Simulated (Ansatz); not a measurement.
## Zone-centre phonons of PtSe2 at 9 GPa: input and output

Computed with DFT LDA, scalar-relativistic, plane waves, PAW in Ansatz.

Launched with:
```bash
ansatz run input.yaml --threads 1 --pin off --max-ram 3072MiB --backend cpu --events-out ev --progress --plain --runs-dir out
```

Input (bare energies are in eV):
```yaml
crystal:
  lattice:
    - [3.6908834832, 0.0, 0.0]
    - [-1.8454417416, 3.1963988589, 0.0]
    - [0.0, 0.0, 4.4680301771]
  atoms:
    - { symbol: Pt, position: [0.0, 0.0, 0.0] }
    - { symbol: Se, position: [0.3333333333, 0.6666666667, 0.2797898532] }
    - { symbol: Se, position: [0.6666666667, 0.3333333333, 0.7202101468] }
basis:
  ecutwfc: 420
kpoints:
  mp_grid: { grid: [12, 12, 8] }
hamiltonian:
  xc: lda
scf:
  occupations: { method: fermi_dirac, width: 0.15 }
output:
  eigenvalues: true
phonons:
  method: dfpt
  eigenvectors: true
```

Results section of the output:
```
--- Phonons (Γ-DFPT): 4 representative perturbations + reference, on 320 of 1152 k-points (Σ response iterations 12) ---
  k mesh reduced under 2 symmetry operations, with k and −k counted as one. Each operation leaves every solved perturbation unchanged. A smaller set is not used because it would not reduce the number of displacements ...
  ASR residual: 1.054e-3 → 0.000e0 eV/Å²; symmetrization residual: 3.367e-5 eV/Å²
  ASR residual per site (eV/Å²): 1.05e-3 2.16e-4 2.16e-4
  Γ frequencies (cm⁻¹): 0.00 0.00 0.00 168.89 168.89 227.86 232.03 235.51 235.51
  non-analytic LO–TO correction: not included (Born effective charges unavailable; polar crystals: no LO–TO splitting at Γ)
```

The run took 2.3 min on 1 thread of Intel(R) Xeon(R) Platinum 8488C (Sapphire Rapids) (shared host), peak memory 1.7 GiB.

In a metal, frequencies and elastic constants depend on the k mesh and the smearing, soft modes and shear constants most. Spin–orbit coupling is left out, which matters for heavy elements. A semilocal functional can close a gap that the real compound has.